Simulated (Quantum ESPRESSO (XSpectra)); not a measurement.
Quantum ESPRESSO (XSpectra) run for X-ray absorption at the S K edge of Al₂ZnS₄ (Fd-3m). Geometry: Materials Project entry mp-4842 (a computed structure). The cell is the entry's, not relaxed again. The ground-state test found a gap, so occupations are fixed and the excited electron is left out (charged cell on a uniform background); energies count from the highest occupied level. pw.x input:

```
&CONTROL
  calculation = 'scf'
  prefix = 'x'
  pseudo_dir = './pseudo'
  outdir = './out'
/
&SYSTEM
  ibrav = 0
  nat = 14
  ntyp = 4
  ecutwfc = 67
  input_dft = 'PZ'
  tot_charge = 1
  occupations = 'fixed'
/
&ELECTRONS
  conv_thr = 1.4e-07
  mixing_beta = 0.4
/
ATOMIC_SPECIES
Sh 32.060 S.lda-tm-gipaw-star1s.UPF
Al 26.982 Al.lda-tm-gipaw.UPF
Zn 65.380 Zn.upf
S 32.060 S.lda-tm-gipaw.UPF
CELL_PARAMETERS angstrom
   0.000000000    5.004315000    5.004315000
   5.004315000    0.000000000    5.004315000
   5.004315000    5.004315000    0.000000000
ATOMIC_POSITIONS crystal
Al     0.625000000    0.625000000    0.125000000
Al     0.625000000    0.125000000    0.625000000
Al     0.625000000    0.625000000    0.625000000
Al     0.125000000    0.625000000    0.625000000
Zn     0.250000000    0.250000000    0.250000000
Zn     0.000000000    0.000000000    0.000000000
Sh     0.846860000    0.384380000    0.384380000
S      0.865620000    0.865620000    0.403140000
S      0.384380000    0.846860000    0.384380000
S      0.865620000    0.865620000    0.865620000
S      0.384380000    0.384380000    0.384380000
S      0.865620000    0.403140000    0.865620000
S      0.384380000    0.384380000    0.846860000
S      0.403140000    0.865620000    0.865620000
K_POINTS automatic
2 2 2 0 0 0
```

xspectra.x input:

```
&input_xspectra
  calculation = 'xanes_dipole'
  edge = 'K'
  prefix = 'x'
  outdir = './out'
  xonly_plot = .false.
  xiabs = 1
  xcoordcrys = .false.
  xepsilon(1) = 1.0
  xepsilon(2) = 0.0
  xepsilon(3) = 0.0
  xniter = 1500
  xcheck_conv = 50
  xerror = 0.002
  x_save_file = 'x0.sav'
/
&plot
  xnepoint = 451
  xemin = -5.0
  xemax = 40.0
  xgamma = 0.7
  terminator = .true.
  cut_occ_states = .true.
/
&pseudos
  filecore = 'core.wfc'
/
&cut_occ
  cut_desmooth = 0.1
  cut_stepl = 0.01
  cut_ierror = 1e-6
/
4 4 4 1 1 1
```

End of the pw.x output:

```
    -9.6849  -6.4344  -6.1422  -5.4712  -5.4550  -5.3300  -4.8013  -4.7965
    -0.8908  -0.3536  -0.2373  -0.1448  -0.0395   0.2406   0.3769   0.4176
     0.5298   0.6323   0.6442   0.7706   0.8552   1.6039   1.8983   1.9536
     2.2509   2.4665   2.9017   3.4177   3.5255   3.5490   3.5624   3.8201
     3.8713   4.1014   4.3811   4.5538   5.1985   5.4144   5.7314   5.8945
     6.0281   6.1500

          k =-0.3536 0.3536 0.3536 ( 15676 PWs)   bands (ev):

  -118.2400-117.5309 -72.8445 -72.7976 -72.7976 -72.1080 -72.1080 -72.0979
    -9.6918  -6.5220  -6.2684  -5.2278  -5.2278  -5.0667  -5.0667  -4.9013
    -0.8671  -0.4380  -0.4380  -0.0172  -0.0172   0.2757   0.3376   0.3376
     0.5699   0.5699   0.6260   0.7288   0.7288   1.1430   1.3286   1.8613
     1.8613   2.7429   3.2360   3.3701   3.3701   3.9581   3.9946   3.9946
     4.1513   4.1513   4.8333   5.2227   5.2227   5.7096   5.9347   5.9347
     6.2750   6.2750

     highest occupied level (ev):     6.5219

!    total energy              =   -1096.35674251 Ry
     estimated scf accuracy    <       0.00000002 Ry

     The total energy is the sum of the following terms:
     one-electron contribution =    -834.51838072 Ry
     hartree contribution      =     451.19604553 Ry
     xc contribution           =    -204.44809614 Ry
     ewald contribution        =    -508.58631118 Ry

     convergence has been achieved in  17 iterations

     XML data file, charge density, pseudopotentials, collected wavefunctions
```

xspectra.x output, shortened:

```
... Begin STEP 1 ...

        Radial transition matrix element(s) used in the calculation of the
        initial vector of the Lanczos basis (|tilde{phi}_abs> normalized)
        | For PAW proj. (l=1) #1: radial matrix element =   0.021522235
        | For PAW proj. (l=1) #2: radial matrix element =   0.027641906

NB: the    16 k-point are not all listed below because npool=  4
        |-------------------------------------------------------------
        ! k-point #     1:  ( 0.0884,  0.0884,  0.0884),  0.0312,   1
        |-------------------------------------------------------------
 okvan= F
        |   Norm of the initial Lanczos vector: 0.16553627E-01
        !   => CONVERGED at iter    600 with error=  0.00176508
        |-------------------------------------------------------------
        ! k-point #     2:  ( 0.2652,  0.2652, -0.0884),  0.0312,   1
        |-------------------------------------------------------------
 okvan= F
        |   Norm of the initial Lanczos vector: 0.16553633E-01
        !   => CONVERGED at iter    650 with error=  0.00105768
        |-------------------------------------------------------------
        ! k-point #     3:  ( 0.4419,  0.4419, -0.2652),  0.0312,   1
        |-------------------------------------------------------------
 okvan= F
        |   Norm of the initial Lanczos vector: 0.16553633E-01
        !   => CONVERGED at iter    650 with error=  0.00173368
        |-------------------------------------------------------------

        ...
... Begin STEP 2 ...

     The spectrum is calculated using the following parameters:
        energy-zero of the spectrum [eV]:    6.5219
        the occupied states are elimintate from the spectrum
        xemin [eV]:  -5.00
        xemax [eV]:  40.00
        xnepoint:  451
        constant broadening parameter [eV]:    0.700
        Core level energy [eV]:  -2472.
         (from electron binding energy of neutral atoms in X-ray data booklet)

     Cross-section successfully written in xanes.dat

     ... End STEP 2 ...

     xanes        :    166.68s CPU    167.33s WALL (       1 calls)

     -------------------------------------------------------------------------
                                END JOB XSpectra
     -------------------------------------------------------------------------
```

xanes.dat for the field along x, every fifth line (energy in eV, cross section):

```
   -5.000   1.1860e-04
   -4.500   1.2870e-04
   -4.000   1.4030e-04
   -3.500   1.5400e-04
   -3.000   1.7020e-04
   -2.500   1.8960e-04
   -2.000   2.1340e-04
   -1.500   2.4310e-04
   -1.000   2.8120e-04
   -0.500   3.3150e-04
    0.000   4.0060e-04
    0.500   5.0180e-04
    1.000   6.6010e-04
    1.500   9.3490e-04
    2.000   1.4580e-03
    2.500   2.3910e-03
    3.000   3.6140e-03
    3.500   4.4970e-03
    4.000   4.3170e-03
    4.500   3.7540e-03
    5.000   3.7500e-03
    5.500   4.2530e-03
    6.000   5.0340e-03
    6.500   5.5520e-03
    7.000   5.8130e-03
    7.500   5.6960e-03
    8.000   5.7720e-03
    8.500   5.9530e-03
    9.000   6.3000e-03
    9.500   6.0660e-03
   10.000   5.1880e-03
   10.500   4.2660e-03
   11.000   3.7840e-03
   11.500   3.4990e-03
   12.000   3.3810e-03
   12.500   3.2860e-03
   13.000   3.0910e-03
   13.500   3.0030e-03
   14.000   2.9920e-03
   14.500   3.0280e-03
   15.000   3.1220e-03
   15.500   3.3710e-03
   16.000   3.6710e-03
   16.500   3.7480e-03
   17.000   3.6430e-03
   17.500   3.5740e-03
   18.000   3.6100e-03
   18.500   3.7060e-03
   19.000   3.6880e-03
   19.500   3.8170e-03
   20.000   3.7910e-03
   20.500   3.5690e-03
   21.000   3.4690e-03
   21.500   3.3980e-03
   22.000   3.1970e-03
   22.500   3.0850e-03
   23.000   3.1230e-03
   23.500   3.1270e-03
   24.000   3.0550e-03
   24.500   2.9240e-03
   25.000   2.8790e-03
   25.500   2.9050e-03
   26.000   2.9090e-03
   26.500   2.9610e-03
   27.000   3.0640e-03
   27.500   3.0520e-03
   28.000   2.8790e-03
   28.500   2.6700e-03
   29.000   2.5740e-03
   29.500   2.5230e-03
   30.000   2.4760e-03
   30.500   2.4780e-03
   31.000   2.5380e-03
   31.500   2.5590e-03
   32.000   2.6240e-03
   32.500   2.7960e-03
   33.000   3.0600e-03
   33.500   3.2880e-03
   34.000   3.3900e-03
   34.500   3.3640e-03
   35.000   3.2980e-03
   35.500   3.2550e-03
   36.000   3.1320e-03
   36.500   3.0970e-03
   37.000   3.1600e-03
   37.500   3.1440e-03
   38.000   3.1110e-03
   38.500   3.0660e-03
   39.000   3.0460e-03
   39.500   3.0140e-03
   40.000   3.0260e-03
```
